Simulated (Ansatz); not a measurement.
The guess for K2ZnOsC6N6 was made by a generator: cyanide-bridged rock-salt net of two metals, 2 guest cations a cell (Fm-3m, No. 225). Lengths were set from tabulated atomic sizes, so they are only a guess.

```cif
data_structure
_symmetry_space_group_name_H-M 'Fm-3m'
_symmetry_Int_Tables_number 225
_cell_length_a 10.1440
_cell_length_b 10.1440
_cell_length_c 10.1440
_cell_angle_alpha 90.000
_cell_angle_beta 90.000
_cell_angle_gamma 90.000
_cell_volume 1043.83
loop_
_atom_site_label
_atom_site_type_symbol
_atom_site_symmetry_multiplicity
_atom_site_Wyckoff_symbol
_atom_site_fract_x
_atom_site_fract_y
_atom_site_fract_z
_atom_site_occupancy
K1 K 8 c 0.25000 0.75000 0.75000 1
Zn1 Zn 4 a 0.00000 0.00000 0.00000 1
Os1 Os 4 b 0.50000 0.00000 0.00000 1
C1 C 24 e 0.18898 0.00000 0.00000 1
N1 N 24 e 0.30432 0.00000 0.00000 1
```

The calculation used DFT PBE, scalar-relativistic, plane waves, PAW (Ansatz). Cutoff 420 eV, Gaussian smearing, Γ-centred meshes. Cell and atoms relax first on a coarse mesh and then on a converged one. In between, the cell is made exact in the group found at 0.06 Å. The steps can't lower the symmetry of their start. Collinear spin, starting moments Os 1.0 μB; they died out on the coarse mesh, so the last step has no spin.

A guess keeps its type if space group and coordination stay and the shape of the cell changes little (axis ratios within about 15 %, angles within 6°); the volume may change.

Task: Will the relaxed cell still be of the starting type?

Result: It keeps its type. The symmetry stays Fm-3m (No. 225). The volume per atom grows by 20.2 %, from 16.3 to 19.6 Å³. The shortest distance goes from 1.17 Å (C–N) to 1.18 Å (C–N). Counting neighbours within 15 % of an atom's shortest distance, the start has C 1, K 24, N 1, Os 6, Zn 6 and the end C 1, K 24, N 1, Os 6, Zn 6.

The last run used a 4×4×4 mesh for its 16-atom cell and Gaussian smearing of 0.02 eV. Spin–orbit coupling, which can matter for Os, is left out. A later test with randomly moved atoms led to a structure 18 meV/atom lower, so this end is a saddle point or a shallow minimum.
